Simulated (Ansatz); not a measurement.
The cell below belongs to a search over invented structures; it isn't taken from experiment.

Input and command of a plane-wave DFT calculation in Ansatz:

```yaml
crystal:
  lattice:
    - [6.01003441, 0.0, 0.0]
    - [-3.0050172, 5.20484247, 0.0]
    - [0.0, 0.0, 4.31006452]
  atoms:
    - { symbol: Ho, position: [0.59228611, 0.0, 0.0] }
    - { symbol: Ho, position: [0.0, 0.59228611, 0.0] }
    - { symbol: Ho, position: [0.40771389, 0.40771389, 0.0] }
    - { symbol: Ho, position: [0.0, 0.0, 0.5] }
    - { symbol: Ti, position: [0.0, 0.0, 0.0] }
basis:
  ecutwfc: 690
kpoints:
  mp_grid: { grid: [3, 3, 4] }
hamiltonian:
  xc: pbe
  pseudopotentials:
    kind: paw
    azcp: { Ho: "pseudopotentials/pbe/nc/lanthanide_3plus/Ho.nc.azcp" }
scf:
  occupations: { method: gaussian, width: 0.2 }
  lower_state_search: "off"
output:
  forces: true
  stress: true
  eigenvalues: true
relax:
  adjacent_minimum: "off"
  f_tol: 0.08
  max_steps: 16
  cell: { stress_tol: 0.8 }
```

```bash
ansatz run input.yaml --threads 1 --pin off --max-ram 2816MiB --backend cpu --events-out ev --progress --plain --runs-dir out
```

Processor: AMD EPYC 7R43 64-Core Processor (Zen 3), 1 thread, on a host shared with other jobs.

**Question.** How long does it run, and how much memory does it take?

**Answer.** About 100 s, peak memory 0.51 GiB. It solves 34 bands at 9 k points (after reduction by symmetry) with about 7289 plane waves (on the last cell), in 71 SCF iterations over 9 ionic steps.

With its 4f electrons in the core of a norm-conserving potential, the lanthanide is trivalent by construction, without f bands, f moments or other valences.
